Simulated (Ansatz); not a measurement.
# Ba: do energies and stresses tell the same story?

All numbers below come from Ansatz 0.2.0, DFT PBEsol, scalar-relativistic, plane waves, PAW.

Settings: cutoff 420 eV, Γ-centred mesh 12×12×12 on the computed 1-atom cell, Gaussian smearing of 0.10 eV; no spin polarisation.

Relaxed cell: P6/mmm, a = 4.135 Å, b = 4.135 Å, c = 3.817 Å, α = 90.00°, β = 90.00°, γ = 120.00°, 1 atom in the primitive cell. This form isn't the element's structure at ambient conditions.

Energies at zero smearing and pressures from the stress tensor, at volumes with shape and atoms relaxed:
| V (Å³/atom) | E − E(first) (meV/atom) | P (GPa) |
| --- | --- | --- |
| 53.144 | 0.00 | 0.541 |
| 54.840 | -4.08 | 0.247 |
| 56.536 | -5.20 | -0.017 |
| 58.233 | -3.65 | -0.250 |
| 59.929 | 0.24 | -0.453 |

Task: Check P = −dE/dV between neighbouring volumes, and get the bulk modulus from the pressures alone.

Result: With 1 eV/Å³ = 160.2 GPa:
```
middle V (Å³/atom)  −ΔE/ΔV (GPa) mean P (GPa)
            53.992         0.386         0.394
            55.688         0.105         0.115
            57.384        -0.147        -0.134
            59.081        -0.367        -0.352
```

The two differ by 0.015 GPa at most. The mean of two end pressures misses the average over a step by about ΔV² P″/12, up to 0.003 GPa here; with that taken off 0.013 GPa remains. Around V = 56.536 Å³/atom, the two neighbours give B = −V ΔP/ΔV = 56.536 × 0.497 / 3.392 = 8.3 GPa, against B0 = 8.4 GPa from the Birch–Murnaghan fit of the energies.

Cost: 6 runs of about 2.9 core-minutes in all, on Arm Neoverse V1 (shared hosts).